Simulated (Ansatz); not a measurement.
Several occupations of a fcc lattice at one composition, 5 Rh, 7 Ru, 4 Au. Sites, in fractions of the cell -3.907 3.907 -3.907; 3.907 3.907 3.907; 3.907 -3.907 -3.907 Å:

| cell | sites |
| --- | --- |
| all | Au (0.25 0.75 0.00) |
| 1 | Au (0.00 0.50 0.50), Au (0.50 0.25 0.25), Au (0.75 0.00 0.25), Rh (0.00 0.75 0.25), Rh (0.25 0.25 0.50), Rh (0.25 0.50 0.25), Rh (0.50 0.50 0.00), Rh (0.75 0.25 0.00), Ru (0.00 0.00 0.00), Ru (0.00 0.25 0.75), Ru (0.25 0.00 0.75), Ru (0.50 0.00 0.50), Ru (0.50 0.75 0.75), Ru (0.75 0.50 0.75), Ru (0.75 0.75 0.50) |
| 2 | Au (0.00 0.50 0.50), Au (0.50 0.50 0.00), Au (0.75 0.75 0.50), Rh (0.00 0.25 0.75), Rh (0.00 0.75 0.25), Rh (0.50 0.00 0.50), Rh (0.50 0.25 0.25), Rh (0.50 0.75 0.75), Ru (0.00 0.00 0.00), Ru (0.25 0.00 0.75), Ru (0.25 0.25 0.50), Ru (0.25 0.50 0.25), Ru (0.75 0.00 0.25), Ru (0.75 0.25 0.00), Ru (0.75 0.50 0.75) |
| 3 | Au (0.00 0.00 0.00), Au (0.00 0.25 0.75), Au (0.25 0.00 0.75), Rh (0.25 0.25 0.50), Rh (0.25 0.50 0.25), Rh (0.50 0.00 0.50), Rh (0.50 0.75 0.75), Rh (0.75 0.50 0.75), Ru (0.00 0.50 0.50), Ru (0.00 0.75 0.25), Ru (0.50 0.25 0.25), Ru (0.50 0.50 0.00), Ru (0.75 0.00 0.25), Ru (0.75 0.25 0.00), Ru (0.75 0.75 0.50) |

Each was relaxed without symmetry on coarser meshes and computed once more. The calculation used DFT PBE, scalar-relativistic, plane waves, PAW (Ansatz 0.2.0).

Plane waves to 420 eV, a k mesh through Γ of 6×6×6 on the computed 16-atom cell and Gaussian smearing (0.10 eV); no spin polarisation.

Warren–Cowley parameters of the first shell of the sublattice with most elements (negative: unlike neighbours preferred):
```json
{"cell": "1", "Rh-Ru": "-0.03", "Au-Ru": "0.00", "Au-Rh": "0.00"}
{"cell": "2", "Rh-Ru": "-0.29", "Au-Ru": "-0.05", "Au-Rh": "-0.20"}
{"cell": "3", "Rh-Ru": "-0.03", "Au-Ru": "0.00", "Au-Rh": "0.00"}
```

Forces of up to 0.09 eV/Å remain on the final mesh.

Task: Which occupation is lowest in energy, and by how much?

Result: Cells 3, 1 are lowest, within 8 meV/atom of each other and so too close to rank here.
```
cell E − E(lowest) (meV/atom) V (Å³/atom)
   3                       0.0        14.87
   1                       4.6        14.86
   2                      44.2        14.85
```

The final mesh leaves forces up to 0.09 eV/Å and stresses up to 0.5 GPa: the relaxation ran on a coarser mesh, so the cell's shape, its bonds and its energy belong partly to that mesh.

Spin–orbit coupling is left out, which can shift energies with elements as heavy as these.

Cost: 6 runs of about 53 core-minutes in all (earlier runs that led there not counted), on Arm Neoverse V2 (shared hosts).